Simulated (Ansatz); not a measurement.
## Ta4GaSe8 (space group F-43m), energy against volume

Ta₄GaSe₈ (space group F-43m)

```cif
data_GaSe8Ta4
_chemical_formula_sum 'Ta4 Ga1 Se8'
_space_group_name_H-M_alt 'P 1'
_space_group_IT_number 1
_cell_length_a 7.30966
_cell_length_b 7.30966
_cell_length_c 7.30966
_cell_angle_alpha 60.000
_cell_angle_beta 60.000
_cell_angle_gamma 60.000
loop_
_space_group_symop_operation_xyz
  'x, y, z'
loop_
_atom_site_label
_atom_site_type_symbol
_atom_site_fract_x
_atom_site_fract_y
_atom_site_fract_z
_atom_site_occupancy
Ta1 Ta 0.69241 0.10253 0.10253 1
Ta2 Ta 0.10253 0.10253 0.10253 1
Ta3 Ta 0.10253 0.10253 0.69241 1
Ta4 Ta 0.10253 0.69241 0.10253 1
Ga1 Ga 0.50000 0.50000 0.50000 1
Se1 Se 0.41004 0.86332 0.86332 1
Se2 Se 0.86332 0.86332 0.86332 1
Se3 Se 0.86332 0.86332 0.41004 1
Se4 Se 0.86332 0.41004 0.86332 1
Se5 Se 0.90772 0.36409 0.36409 1
Se6 Se 0.36409 0.36409 0.36409 1
Se7 Se 0.36409 0.36409 0.90772 1
Se8 Se 0.36409 0.90772 0.36409 1
```

Equation-of-state scan: isotropic scaling of the cell above, V₀ being its volume. The atoms relax within the cell's symmetry.

All values below come from PBEsol (plane waves to 420 eV, PAW, scalar-relativistic; Ansatz, a first-principles code). k mesh 7×7×7 (Γ-centred), Fermi-Dirac smearing 0.05 eV. The energy includes the smearing's −TS. Compression counts positive. Spin-orbit coupling is left out, though Ta is heavy. Ta4GaSe8 is run without spin polarisation. Ta4GaSe8 was relaxed with its symmetry unable to fall. The zero of ΔE is the relaxed starting cell.

```json
[
 {"V (Å³/cell)": "248.55", "ΔE (eV/atom)": "0.069", "P (GPa)": "11.6"},
 {"V (Å³/cell)": "254.08", "ΔE (eV/atom)": "0.042", "P (GPa)": "8.7"},
 {"V (Å³/cell)": "259.60", "ΔE (eV/atom)": "0.023", "P (GPa)": "6.1"},
 {"V (Å³/cell)": "265.12", "ΔE (eV/atom)": "0.010", "P (GPa)": "3.8"},
 {"V (Å³/cell)": "270.65", "ΔE (eV/atom)": "0.002", "P (GPa)": "1.8"},
 {"V (Å³/cell)": "276.17", "ΔE (eV/atom)": "0.000", "P (GPa)": "0.0"},
 {"V (Å³/cell)": "281.69", "ΔE (eV/atom)": "0.002", "P (GPa)": "-1.6"},
 {"V (Å³/cell)": "287.22", "ΔE (eV/atom)": "0.008", "P (GPa)": "-2.9"},
 {"V (Å³/cell)": "292.74", "ΔE (eV/atom)": "0.018", "P (GPa)": "-4.1"},
 {"V (Å³/cell)": "298.26", "ΔE (eV/atom)": "0.030", "P (GPa)": "-5.2"},
 {"V (Å³/cell)": "303.79", "ΔE (eV/atom)": "0.045", "P (GPa)": "-6.1"}
]
```

Summary:

- Pressure at the smallest volume: 11.6 GPa
- Energy cost of the largest compression: 69 meV/atom
- Energy cost of the largest expansion: 45 meV/atom
- Bulk modulus B₀ (third-order Birch-Murnaghan fit): 83.1 GPa
- Pressure derivative B₀′ (fit): 5.3
- Equilibrium volume of the fit: 21.24 Å³/atom
- Pressure for 5 % compression (fit): 4.9 GPa

(A scan under strain: stresses follow from slopes of the energy per volume, elastic moduli from its curvatures.)
